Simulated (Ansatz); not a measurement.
Relaxed ZnCu (CsCl type):

```
ZnCu
1.0
    5.92765     0.00000     0.00000
    2.96382     2.96382     0.00000
    0.00000     0.00000     2.96382
Zn Cu
2 2
Direct
  0.00000   0.00000   0.00000
  0.50000   0.00000   0.00000
  0.00000   0.50000   0.50000
  0.50000   0.50000   0.50000
```

A phonon eigenvector at M = (0.5, 0.5, 0.0) is frozen into this cell: atom i moves by Q times the vector below, so Q is the largest atomic displacement, in Å. The cell is held. (q is in reciprocal vectors of the primitive cell; the cell shown is doubled to hold the pattern.)

```json
[
 {"atom": "Zn1", "x": "0.000", "y": "0.000", "z": "-1.000"},
 {"atom": "Zn2", "x": "0.000", "y": "0.000", "z": "1.000"}
]
```

Atoms not listed stay in place.

All values below come from PBE (plane waves to 420 eV, PAW, scalar-relativistic; Ansatz, a quantum-chemistry and plane-wave program). k mesh 16×16×16 (Γ-centred), Fermi-Dirac smearing 0.05 eV. With partly filled bands, energies and forces of such displacements shift with the k mesh and the smearing. ZnCu is run without spin polarisation. ZnCu was relaxed with its symmetry unable to fall.

At one point of the scan the forces (eV/Å) are:

```
atom     Fx     Fy      Fz
----  -----  -----  ------
Zn1   0.000  0.000  -1.382
Zn2   0.000  0.000   1.382
Cu3   0.000  0.000   0.000
Cu4   0.000  0.000   0.000
```

Problem. Which point is it?
A) Q = -0.187 Å
B) Q = -0.233 Å
C) Q = -0.280 Å
D) Q = -0.047 Å

Solution. C, Q = -0.280 Å

(A displaced cell: forces are minus the slopes of the energy, force constants its curvatures, and phonons follow from these.)
